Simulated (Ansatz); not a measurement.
BeS:
Space group Pnma (No. 62); a = 5.810 Å, b = 3.444 Å, c = 5.908 Å, α = 90.00°, β = 90.00°, γ = 90.00°

```json
[
 {"atom": "Be", "site": "4c", "symmetry": ".m.", "x": "0.1438", "y": "0.2500", "z": "0.4040"},
 {"atom": "S", "site": "4c", "symmetry": ".m.", "x": "0.2781", "y": "0.2500", "z": "0.0820"}
]
```

Relaxed with LDA in the plane-wave PAW code Ansatz. Indices refer to the conventional cell of Pnma, a = 5.810 Å, b = 3.444 Å, c = 5.908 Å, α = 90.00°, β = 90.00°, γ = 90.00°.

Task: Simulate the powder diffraction pattern (Mo Kα, λ = 0.71073 Å; lines above 1 %) up to 2θ = 45°.

Result: Simulated powder pattern, Mo Kα, λ = 0.71073 Å (kinematic, ideal powder, no thermal factors, no anomalous dispersion; the 30 strongest lines at most, above 1 %, up to 2θ = 45°):

```csv
2θ (°),d (Å),I/Imax (%),hkl
9.84,4.142,22,(101)
13.72,2.976,47,(011)
13.82,2.954,22,(002)
14.05,2.905,59,(200)
15.42,2.648,100,(111)
15.51,2.633,45,(102)
19.56,2.092,5.9,(112)
19.69,2.079,21,(211)
19.76,2.071,11,(202)
22.27,1.840,10,(301)
23.82,1.722,17,(020)
23.99,1.710,33,(013)
25.29,1.623,27,(311)
25.35,1.620,13,(302)
27.64,1.488,5.2,(022)
27.76,1.481,15,(220)
27.91,1.473,29,(213)
28.06,1.466,10,(312)
28.55,1.441,14,(122)
28.75,1.431,8.1,(104)
31.13,1.324,5.3,(222)
32.83,1.257,6.2,(321)
35.06,1.180,9.8,(322)
37.47,1.106,6.4,(131)
37.67,1.101,6.9,(124)
37.78,1.098,5.4,(115)
38.34,1.082,5.6,(511)
41.99,0.992,6.3,(033)+(414)
42.79,0.974,5.2,(331)
44.49,0.939,6.6,(233)
```

The start of the workflow was typed in or built on a structure type; neither database checked (COD, Materials Project) lists it. COD files the formula under space group No. 216. Its standing as an ambient phase is unchecked. The LDA relaxation kept the symmetry of its start; whether a distortion lowers the energy is not shown. The volume moved by 19 % from the start of the relaxation.

Potentials: the earlier of the program's two PAW sets. The files were generated under PBE; for other functionals the program regenerates the frozen cores, and for LDA and PBEsol the local potential too.
